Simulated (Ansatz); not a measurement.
## Does relaxation matter for the field gradients of BiTe?

Start: a structure deposited in the COD, atoms as given.

Space group P-3m1 (No. 164); a = 4.4220, c = 24.0500 Å, γ = 120.00°.

```csv
site,Wyckoff,site symmetry,x,y,z
Bi1,2c,3m.,0.0000,0.0000,0.1252
Bi3,2d,3m.,0.3333,0.6667,0.2922
Bi5,2d,3m.,0.6667,0.3333,0.4593
Te7,2d,3m.,0.3333,0.6667,0.0530
Te9,2d,3m.,0.6667,0.3333,0.2111
Te11,2c,3m.,0.0000,0.0000,0.3631
```

One atom of each set is listed.

Computed with Ansatz: DFT, PBE, plane waves and PAW, scalar-relativistic, 420 eV cutoff, Γ-centred 11×11×2 k-points, Fermi–Dirac smearing 0.02 eV.

The largest force at the start is 1.3 eV/Å. Relaxing the ions at fixed cell moves them by 0.136 Å at most (atom 6, Bi) and 0.061 Å rms. End positions:

Bi1 (0.0000, 0.0000, 0.1248)
Bi3 (0.3333, 0.6667, 0.2916)
Bi5 (0.6667, 0.3333, 0.4650)
Te7 (0.3333, 0.6667, 0.0536)
Te9 (0.6667, 0.3333, 0.2087)
Te11 (0.0000, 0.0000, 0.3636)

| site | moved (Å) | first shell before | first shell after | V_zz before (10²¹ V/m²) | η before |
| --- | --- | --- | --- | --- | --- |
| Bi1 | 0.010 | 6 Te at 3.09–3.28 Å | 6 Te at 3.07–3.25 Å | 1.60 | 0.00 |
| Bi3 | 0.014 | 6 Te at 3.07–3.21 Å | 6 Te at 3.08–3.24 Å | 2.60 | 0.00 |
| Bi5 | 0.136 | 3 Bi at 3.22 Å, 3 Te at 3.45 Å | 3 Bi at 3.06 Å, 3 Te at 3.53 Å | 12.83 | 0.00 |
| Te7 | 0.014 | 3 Bi at 3.09 Å, 3 Te at 3.61 Å | 3 Bi at 3.07 Å, 3 Te at 3.63 Å | 0.038 | 0.00 |
| Te9 | 0.057 | 6 Bi at 3.21–3.28 Å | 6 Bi at 3.24–3.25 Å | 8.18 | 0.00 |
| Te11 | 0.012 | 6 Bi at 3.07–3.45 Å | 6 Bi at 3.08–3.53 Å | 0.080 | 0.00 |

Task: How do the gradients change?

Result: 

```
site  V_zz after  η after  change of V_zz
 Bi1        0.77     0.00           -0.83
 Bi3        2.62     0.00           +0.02
 Bi5        6.26     0.00           -6.57
 Te7       -1.35     0.00           -1.38
 Te9        8.10     0.00           -0.08
Te11        0.40     0.00           +0.32
```

The largest change of V_zz is on Bi5, from 12.83 to 6.26. Small gradients that grow severalfold: Te7 (0.038 to -1.35). In per cent, |V_zz| changes by -51 to +1 on Bi, -1 on Te (all sites that start above 2). V_zz changes sign on Te7 (same axis). The electronic state changes along with the positions (a gap opens), so the changes aren't those of geometry alone.

Spin–orbit coupling is left out, which shifts gradients on Bi by a few per cent in wide-gap crystals, and can shift them far more where the calculated gap is small or absent, as here.
Before: The run finds no gap above 0.1 eV (a metal, or nearly one), so the gradients can move by 10 % or more with the k-mesh.
After: With a gap of 0.16 eV under a smearing of 0.05 eV the band edges are partly filled, so small gradients can hang on the smearing and the k-mesh.
